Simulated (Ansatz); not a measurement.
SiH8N2F6:
```
CELL_PARAMETERS angstrom
      0.00000     4.04765     4.04765
      4.04765     0.00000     4.04765
      4.04765     4.04765     0.00000
ATOMIC_POSITIONS crystal
  Si 0.00000 0.00000 0.00000
  H  0.32260 0.03220 0.32260
  H  0.67740 0.96780 0.67740
  H  0.67740 0.67740 0.67740
  H  0.32260 0.32260 0.32260
  H  0.03220 0.32260 0.32260
  H  0.96780 0.67740 0.67740
  H  0.67740 0.67740 0.96780
  H  0.32260 0.32260 0.03220
  N  0.25000 0.25000 0.25000
  N  0.75000 0.75000 0.75000
  F  0.21010 0.78990 0.21010
  F  0.78990 0.21010 0.78990
  F  0.21010 0.78990 0.78990
  F  0.78990 0.21010 0.21010
  F  0.21010 0.21010 0.78990
  F  0.78990 0.78990 0.21010
```

Relaxed with r²SCAN+D4. Special points in fractions of this cell's reciprocal vectors: Γ (0.000, 0.000, 0.000); X (0.500, 0.000, 0.500); U (0.625, 0.250, 0.625); K (0.375, 0.375, 0.750); L (0.500, 0.500, 0.500); W (0.500, 0.250, 0.750).

Task: List the band energies nearest the valence-band maximum at these points for plane-wave PAW r²SCAN+D4 (Ansatz code).

Result: In eV from the valence-band maximum; about four levels below and three above (degenerate sets whole), none deeper than 8.9 eV; points with the same levels are listed once.

```json
[
 {"k": "Γ", "below": "-0.62 -0.62 -0.62 0.00 0.00 0.00", "above": "7.71 11.19 11.19 11.19"},
 {"k": "X", "below": "-0.73 -0.73 -0.17 -0.17 -0.01", "above": "10.24 10.56 12.08"},
 {"k": "U", "below": "-0.73 -0.15 -0.15 -0.04", "above": "10.22 10.83 11.25"},
 {"k": "L", "below": "-0.69 -0.69 -0.10 -0.08 -0.08", "above": "9.67 10.14 12.09 12.09"},
 {"k": "W", "below": "-0.79 -0.18 -0.09 -0.09", "above": "10.29 11.10 11.10"}
]
```

Space group Fm-3m. The start of the workflow was typed in or built on a structure type; neither database checked (COD, Materials Project) lists it. COD files the formula under space group No. 186, so this cell is another polymorph or a model. Whether it is the stable phase at ambient conditions was not checked. The cell was relaxed with r²SCAN+D4 under the symmetry of its start; whether a distortion lowers the energy is not shown. The volume moved by -22 % from the start of the relaxation.

Potentials: the later of the program's two PAW sets.
